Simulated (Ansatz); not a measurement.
# Lattice vibrations of ScAl₃N₃ at Γ

Method: DFT PBE, scalar-relativistic, plane waves, PAW (Ansatz 0.2.0). Cutoff 420 eV, 8×8×8 k-points (Γ-centred), Gaussian smearing of 0.10 eV. No spin polarisation. Phonons by linear response, acoustic sum rule imposed.

Equilibrium structure at this level:
```yaml
crystal:
  lattice:
    - [4.43833, -0.00673, -0.00073]
    - [0.14860, 4.66553, -0.00611]
    - [2.16796, 2.20947, 4.39626]
  atoms:
    - { symbol: Sc, position: [0.14712, 0.41019, 0.59064] }
    - { symbol: Al, position: [0.37679, 0.13933, 0.12168] }
    - { symbol: Al, position: [0.60775, 0.89447, 0.60779] }
    - { symbol: Al, position: [0.87554, 0.67714, 0.09821] }
    - { symbol: N, position: [0.73444, 0.03052, 0.84603] }
    - { symbol: N, position: [0.99054, 0.80867, 0.34445] }
    - { symbol: N, position: [0.25341, 0.52528, 0.89120] }
```

The cell was found from a structure generator's guess, not taken from experiment. In a metal, frequencies depend on the k mesh and the smearing, soft modes most.

**Question.** Is this structure stable against zone-centre distortions?

**Answer.** Yes, at Γ: no optical mode is imaginary. Strains and other wave vectors aren't tested by this run.

**Question.** List the optical modes at Γ (i marks imaginary ones).

**Answer.**
```tsv
frequency (cm⁻¹)	degeneracy
210	1
222	1
239	1
254	1
272	1
292	1
329	1
406	1
417	1
493	1
537	1
549	1
567	1
578	1
584	1
625	1
636	1
663	1
```
